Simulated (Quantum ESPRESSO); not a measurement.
Simulation results for Al$_{2}$ZnGeN$_{4}$ (made-up cell)

Computed with Quantum ESPRESSO 7.5. Calculation on a made-up crystal cell, not a measurement: periodic Kohn-Sham density functional theory in plane waves with PseudoDojo standard norm-conserving scalar-relativistic pseudopotentials, each functional with its own files (v0.5 for PBE, v0.4.1 for LDA and PBEsol), no spin polarisation, no spin-orbit coupling, atoms not relaxed, stress positive in tension, energies less a fixed whole-eV offset for each atom's element; levels are Kohn-Sham levels at fractions of this cell's reciprocal vectors, counted from the reference band (half the neutral cell's valence electrons, rounded up) at Gamma; error bars cover cutoff and k-mesh only, not smearing or the files; added strain carries the atoms with the cell, and shear is the tensor component; each bar is the largest change over components, and at least 0.002 eV, 0.002 eV per angstrom or 0.02 GPa; energies are for the whole cell, and the offsets were chosen from early runs and are not element reference energies.

```cif
# cell vector a (Å): 4.5202 0.0000 0.0000
# cell vector b (Å): 0.0000 4.5202 0.0000
# cell vector c (Å): 0.0000 0.0000 4.5202
data_Al2ZnGeN4
_symmetry_space_group_name_H-M 'P 1'
_symmetry_Int_Tables_number 1
_cell_length_a 4.5202
_cell_length_b 4.5202
_cell_length_c 4.5202
_cell_angle_alpha 90.000
_cell_angle_beta 90.000
_cell_angle_gamma 90.000
_cell_volume 92.36
loop_
_atom_site_label
_atom_site_type_symbol
_atom_site_fract_x
_atom_site_fract_y
_atom_site_fract_z
_atom_site_occupancy
Al1 Al 0.99965 0.00411 0.97679 1
Ge1 Ge 0.99274 0.49978 0.48500 1
Al2 Al 0.50807 0.99735 0.49914 1
Zn1 Zn 0.48867 0.50279 0.01044 1
N1 N 0.24256 0.21094 0.25932 1
N2 N 0.25110 0.75919 0.74802 1
N3 N 0.75972 0.24762 0.75694 1
N4 N 0.74780 0.74503 0.25961 1
_calc_lattice_type 'zincblende/diamond'
_calc_functional 'pbe'
_calc_cutoff 1143  # eV
_calc_fermi_dirac_smearing 0.025  # eV
_calc_scf_tolerance 1e-07  # eV
_calc_electrons_removed 0
_calc_k_mesh '4 x 4 x 4, shifted by half a step'
_calc_free_energy_less_offsets -2.681  # eV
_calc_smearing_term_minus_ts 0  # eV
_calc_scf_iterations 11
_calc_pressure -5.227  # GPa
_calc_stress_xx 4.372  # GPa
_calc_stress_yy 6.504  # GPa
_calc_stress_zz 4.806  # GPa
_calc_stress_yz 1.588  # GPa
_calc_stress_xz -2.131  # GPa
_calc_stress_xy 2.396  # GPa
_calc_error_bar_energy 0.002328  # eV
_calc_error_bar_stress 0.02  # GPa
_calc_error_bar_force 0.002  # eV/angstrom
_calc_error_bars_from 'tighter rerun of this cell'
```

Atoms:
```tsv
atoms element	atom site	atom energy offset (eV)
Al	1	-64
Ge	2	-2430
Al	3	-64
Zn	4	-5687
N	5	-283
N	6	-283
N	7	-283
N	8	-283
```

Forces:
```tsv
site	x (eV/Å)	y (eV/Å)	z (eV/Å)
1	0.348	-0.8376	1.504
2	1.004	-0.6273	1.168
3	-0.2391	-0.09457	0.6388
4	-0.1413	-0.5962	-0.2631
5	-0.8406	1.321	0.1252
6	-0.9401	-0.2381	-1.247
7	-0.2069	-0.00562	-1.823
8	1.016	1.079	-0.1025
```
